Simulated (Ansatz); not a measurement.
## K$_{3}$Pd: what changed settings do

All trials start from this Ansatz input:

```yaml
crystal:
  lattice:
    - [5.445013, 0.0, 0.0]
    - [0.0, 5.445013, 0.0]
    - [0.0, 0.0, 5.445013]
  atoms:
    - { symbol: K, position: [0.5, 0.5, 0.0] }
    - { symbol: K, position: [0.5, 0.0, 0.5] }
    - { symbol: K, position: [0.0, 0.5, 0.5] }
    - { symbol: Pd, position: [0.0, 0.0, 0.0] }
basis:
  ecutwfc: 420
kpoints:
  mp_grid: { grid: [4, 4, 4] }
hamiltonian:
  xc: pbe
scf:
  occupations: { method: gaussian, width: 0.1 }
output:
  forces: true
  stress: true
  eigenvalues: true
```

Command:

```bash
ansatz run input.yaml --threads 1 --pin off --max-ram 1331MiB --backend cpu --events-out ev --progress --plain --runs-dir out
```

The run converges in 7 SCF iterations on 10 irreducible k-points: pressure -0.03 GPa, no gap. It ran for 4.7 s on 1 thread of Arm Neoverse N1, with other jobs on the host, peak memory 0.42 GiB.

These settings were drawn at random to show what each does; none of the numbers is a converged property of the crystal. Each trial's input is given as a difference from the reference's; energies are extrapolated to zero smearing where there is one, and pressure is positive in compression. Charged cells sit in a uniform background, and their pressures hang on that convention.

**Question.** Trial 1:

```diff
 basis:
+  ecutrho_ratio: 6
 hamiltonian:
-  xc: pbe
+  xc: pbesol
```

What happens?

**Answer.** The run converges in 7 SCF iterations on 10 irreducible k-points: pressure -0.73 GPa, no gap. It took 5.2 s.

**Question.** Trial 2 (one atom moved):

```diff
 crystal:
   atoms:
-    - { symbol: Pd, position: [0.0, 0.0, 0.0] }
+    - { symbol: Pd, position: [0.0, 0.0, 0.0091827145] }
 kpoints:
-  mp_grid: { grid: [4, 4, 4] }
+  mp_grid: { grid: [2, 2, 2], shift: [0.5, 0.5, 0] }
 scf:
+  max_iter: 40
```

What happens?

**Answer.** The run converges in 7 SCF iterations on 2 irreducible k-points: energy 20.1 meV per atom above the reference, pressure 0.21 GPa, largest force 0.015 eV/Å, no gap. It took 2.3 s.

**Question.** Trial 3:

```diff
 basis:
-  ecutwfc: 420
+  ecutwfc: -300
 scf:
+  mixing: { algorithm: broyden, ndim: 20 }
+  max_iter: 70
```

What happens?

**Answer.** The program refuses the input:

```text
Error: invalid value for `basis.ecutwfc`: must be finite and > 0; got -300 eV
```

Next try, with these keys changed back:

```diff
 basis:
-  ecutwfc: -300
+  ecutwfc: 420
```

The run converges in 8 SCF iterations on 10 irreducible k-points: the reference's energy to 0.01 meV per atom, pressure -0.03 GPa, no gap. It took 5.1 s.

**Question.** Trial 4:

```diff
-basis:
-  ecutwfc: 420
+basis: {}
 hamiltonian:
+  dispersion: d3bjatm
```

How does this run end?

**Answer.** The run converges in 7 SCF iterations on 10 irreducible k-points: pressure -0.79 GPa, no gap. It took 4.8 s.

**Question.** Trial 5:

```diff
 basis:
+  xc_grid: 2
 hamiltonian:
+  dispersion: d4
```

How does this run end?

**Answer.** The run converges in 7 SCF iterations on 10 irreducible k-points: pressure -0.31 GPa, no gap. It took 4.7 s.

**Question.** Trial 6:

```diff
 kpoints:
+  band_path: { path: [[0, 0, 0], [0.5, 0, 0], [0.5, 0.5, 0.5]], npoints: 4 }
```

How does this run end?

**Answer.** The run converges in 7 SCF iterations on 10 irreducible k-points: the reference's energy to 0.01 meV per atom, pressure -0.03 GPa, no gap. It took 7.1 s.

**Question.** Trial 7 (left-handed cell):

```diff
 crystal:
   lattice:
-    - [5.445013, 0.0, 0.0]
-    - [0.0, 5.445013, 0.0]
-    - [0.0, 0.0, 5.445013]
+    - [0.0, 5.445013, 0.0]
+    - [5.445013, 0.0, 0.0]
+    - [0.0, 0.0, 5.445013]
   atoms:
+    - { symbol: K, position: [0.0, 0.5, 0.5] }
-    - { symbol: K, position: [0.0, 0.5, 0.5] }
 kpoints:
-  mp_grid: { grid: [4, 4, 4] }
+  mp_grid: { kspacing: 1.2 }
 scf:
+  algorithm: direct_min
+  max_iter: 79
```

How does this run end?

**Answer.** The run converges in 7 SCF iterations on 1 irreducible k-point: energy 540 meV per atom below the reference, pressure -3.67 GPa, no gap. It took 3.4 s.

**Question.** Trial 8:

```diff
 crystal:
+  symmetry: { time_reversal: false }
-basis:
-  ecutwfc: 420
+basis: {}
 kpoints:
-  mp_grid: { grid: [4, 4, 4] }
+  mp_grid: { grid: [1, 1, 1] }
 scf:
+  max_iter: 40
```

How does this run end?

**Answer.** The program refuses the input:

```text
Error: inconsistent input (crystal.symmetry.time_reversal, crystal.symmetry.detect): time_reversal: false is refused where crystal.symmetry.detect is not typed false — with detection left on, false cannot take time reversal from the run: detection, or the section that takes its place, decides whether it is kept …
```

Next try, with these keys changed back:

```diff
 crystal:
-  symmetry: { time_reversal: false }
```

The run converges in 8 SCF iterations on 1 irreducible k-point: energy 540 meV per atom below the reference, pressure -3.67 GPa, no gap. It took 1.5 s.

**Question.** Trial 9:

```diff
 basis:
-  ecutwfc: 420
+  ecutwfc: 410
+  ecutrho_ratio: 6
 scf:
+  self_checks: high
```

What does the program give?

**Answer.** The run converges in 7 SCF iterations on 10 irreducible k-points: energy 0.05 meV per atom above the reference, pressure -0.03 GPa, no gap. It took 5.3 s. It warns that the cutoff lies under the recommended one, 420 eV for these potentials.

**Question.** Trial 10:

```diff
 basis:
-  ecutwfc: 420
+  precision: f64
 kpoints:
-  mp_grid: { grid: [4, 4, 4] }
+  mp_grid: { grid: [2, 2, 2] }
 hamiltonian:
+  dispersion: d4
+  pseudopotentials: { kind: nc }
 scf:
+  mixing: { algorithm: msr1, beta: 0.031, ndim: 6, preconditioner: kerker }
+  max_iter: 78
```

How does this run end?

**Answer.** The run converges in 15 SCF iterations on 4 irreducible k-points: at 1116 eV, the cutoff that these potentials take when none is typed, pressure -0.62 GPa, no gap. It took 19 s.

**Question.** Trial 11:

```diff
 basis:
+  xc_grid: 4
 kpoints:
-  mp_grid: { grid: [4, 4, 4] }
+  mp_grid: { grid: [2, 4, 2] }
 hamiltonian:
-  xc: pbe
+  xc: pbesol
 scf:
-  occupations: { method: gaussian, width: 0.1 }
+  occupations: { method: cold, width: "0.02 Ry" }
+  eigensolver: { kind: davidson, full_accuracy: true }
+  max_iter: 90
```

What happens?

**Answer.** The run converges in 7 SCF iterations on 9 irreducible k-points: pressure -0.88 GPa, no gap. It took 13 s. It warns that the mesh lowers the symmetry.

**Question.** Trial 12 (volume scaled):

```diff
 crystal:
   lattice:
-    - [5.445013, 0.0, 0.0]
-    - [0.0, 5.445013, 0.0]
-    - [0.0, 0.0, 5.445013]
+    - [5.8340116422, 0.0, 0.0]
+    - [0.0, 5.8340116422, 0.0]
+    - [0.0, 0.0, 5.8340116422]
+total_charge: 0.1
 basis:
-  ecutwfc: 420
+  ecutwfc: "15 Ha"
 kpoints:
-  mp_grid: { grid: [4, 4, 4] }
+  mp_grid: { grid: [1, 1, 1] }
 scf:
-  occupations: { method: gaussian, width: 0.1 }
+  occupations: { method: fermi_dirac, width: "0.02 Ry" }
 output:
-  stress: true
+  stress: false
```

What happens?

**Answer.** The run converges in 7 SCF iterations on 1 irreducible k-point: no gap. It took 1.6 s. It warns that the cutoff lies under the recommended one, 420 eV for these potentials.